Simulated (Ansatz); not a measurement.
YTlPd: reading a single point

```yaml
crystal:
  lattice:
    - [3.84246, 6.65533, 0.00000]
    - [-3.84246, 6.65533, 0.00000]
    - [0.00000, 0.00000, 3.84196]
  atoms:
    - { symbol: Y, position: [0.60000, 0.40000, 0.50000] }
    - { symbol: Y, position: [0.40000, 0.00000, 0.50000] }
    - { symbol: Y, position: [0.00000, 0.60000, 0.50000] }
    - { symbol: Pd, position: [0.00000, 0.00000, 0.50000] }
    - { symbol: Pd, position: [0.33330, 0.33340, 0.00000] }
    - { symbol: Pd, position: [0.66670, 0.66660, 0.00000] }
    - { symbol: Tl, position: [0.26000, 0.74000, 0.00000] }
    - { symbol: Tl, position: [0.74000, 0.00000, 0.00000] }
    - { symbol: Tl, position: [0.00000, 0.26000, 0.00000] }
```

The numbers come from plane-wave PAW DFT (Ansatz): PBEsol, no spin polarisation, 420 eV, 5×5×9 Γ-centred k points, fermi-dirac occupations (width 0.0854 eV). Nothing was relaxed.

- Forces: The largest is on Tl8 (and as large on other atoms): 0.44 eV/Å, components (-0.22, -0.38, 0.00). It makes 136° with the line to a nearest neighbour, Pd4 at 2.77 Å, pointing away from it.
- Electronic structure: It is a metal, with about 6.3 states/eV a cell as the mean within 0.25 eV of the Fermi level, mostly Y d (47 %) and Tl p (33 %).
- Charges: Bader charges in e: Y +1.59, Tl -0.45, Pd -1.31 to -0.79. In the mean Y gives up most and Pd takes most.
- Stress: The pressure is -0.9 GPa (compression positive), so with the atoms held at these fractions the cell would first shrink.

Origin: a known structure type with other elements, at an estimated volume, so it need not be a known compound.
